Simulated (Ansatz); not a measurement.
Relaxing a structure of Pt

The start is a relaxed Pt cell displaced along its unstable phonon at q = (½, 0, 0) of its primitive reciprocal cell (28i cm⁻¹), largest move 0.15 Å. Cell shape, volume and atoms are optimised at zero target pressure with PBE (plane waves to 420 eV, PAW, scalar-relativistic; Ansatz, a first-principles code). The first steps use a coarse 5×10×10 k-mesh.

Input geometry:
```
CELL_PARAMETERS angstrom
      0.00000     5.77504     5.77504
      2.88752     0.00000     2.88752
      2.88752     2.88752     0.00000
ATOMIC_POSITIONS crystal
  Pt 0.12500 0.29183 0.22299
  Pt 0.62500 0.20817 0.27701
  Pt 0.00000 0.04183 0.97299
  Pt 0.50000 0.95817 0.02701
```

* **Energy released**: 1.05 eV/atom
* **Volume change**: -34.3 %, from 24.08 to 15.82 Å³/atom
* **Relative to the parent**: It does not go back: it reaches I4/mmm (No. 139), AFLOW prototype A_tI2_139_a (A_a), 1.07 eV/atom below the parent
* **Shortest distances (start → end)**: The closest pairs of elements (up to four, under 3.6 Å), start → end: Pt–Pt 2.50 → 2.74 Å
* **Optimiser moves**: 26

Final values are on a 22×22×22 k-mesh of the relaxed cell. No spin polarisation in the result.

The run could not lose the symmetry of its start: the end is stationary, and may be a saddle point rather than a minimum.

The relaxed structure here is a generated cell of Pt: the first start was made by placing the elements on the sites of a structure type, and the end was not matched to a known phase here, so it may be hypothetical. Known forms of Pt include space group No. 225.
